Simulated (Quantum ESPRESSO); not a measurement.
# Kohn-Sham bands of Te (Pmc2₁)

```
Te
1.0
    3.13077     0.00000     0.00000
    0.00000     4.74291     0.00000
    0.00000     0.00000     8.98561
Te
4
Direct
  0.50000   0.54527   0.76081
  0.50000   0.45473   0.26081
  0.50000   0.98747   0.00919
  0.50000   0.01253   0.50919
```

Cell from Materials Project (mp-1178952), symmetrised, no further relaxation. Not found in the COD (Crystallography Open Database) copy used, which has the formula in other groups; not checked further. Computed values, not measurements, from PBEsol: Quantum ESPRESSO (norm-conserving PseudoDojo potentials, cutoff 64 Ry, spinors with spin-orbit coupling) on a Γ-centred 6×4×4 mesh, then Wannier90. Density: 10×8×4 mesh, cold smearing 0.01 Ry. With spin-orbit coupling a semilocal functional can close or falsely invert a small gap; the band order was not checked against a better method.

Q: List the Kohn-Sham levels between −8 and 3.0 eV relative to the Fermi level at the high-symmetry points, as a band run of pw.x on that density gives them (levels within 2 meV counted together).

A: 
```json
[
 {"point": "Γ", "k (reciprocal lattice)": "0.000 0.000 0.000", "levels (eV)": "-4.64 (×2), -4.18 (×2), -2.90 (×2), -2.79 (×2), -2.43 (×2), -2.33 (×2), 0.44 (×2), 1.32 (×2), 1.97 (×2), 2.30 (×2), 2.85 (×2), 2.94 (×2)"},
 {"point": "X", "k (reciprocal lattice)": "0.500 0.000 0.000", "levels (eV)": "-6.00 (×2), -4.83 (×2), -4.75 (×2), -3.57 (×2), -2.74 (×2), -2.52 (×2), -1.14 (×2), -0.98 (×2), -0.59 (×2), -0.50 (×2), 2.14 (×2), 2.96 (×2)"},
 {"point": "S", "k (reciprocal lattice)": "0.500 0.500 0.000", "levels (eV)": "-5.09 (×2), -4.90 (×2), -4.63 (×2), -4.45 (×2), -3.92 (×2), -3.85 (×2), -0.91 (×2), -0.89 (×2), -0.29 (×2), -0.27 (×2), 2.25 (×4)"},
 {"point": "Y", "k (reciprocal lattice)": "0.000 0.500 0.000", "levels (eV)": "-5.81 (×2), -5.75 (×2), -2.65 (×2), -2.63 (×2), -2.13 (×2), -2.11 (×2), 1.91 (×2), 1.95 (×2), 2.68 (×2), 2.82 (×2)"},
 {"point": "Z", "k (reciprocal lattice)": "0.000 0.000 0.500", "levels (eV)": "-4.40 (×4), -3.38 (×4), -1.24 (×4), -0.12 (×4), 2.13 (×4)"},
 {"point": "U", "k (reciprocal lattice)": "0.500 0.000 0.500", "levels (eV)": "-5.67 (×4), -3.85 (×4), -2.64 (×4), -1.57 (×4), 0.46 (×4), 1.72 (×4)"},
 {"point": "R", "k (reciprocal lattice)": "0.500 0.500 0.500", "levels (eV)": "-4.99 (×4), -4.51 (×4), -3.19 (×4), -2.75 (×4), 1.86 (×4), 2.55 (×4)"},
 {"point": "T", "k (reciprocal lattice)": "0.000 0.500 0.500", "levels (eV)": "-4.98 (×4), -4.62 (×4), 0.19 (×4), 0.80 (×4), 2.72 (×4)"}
]
```
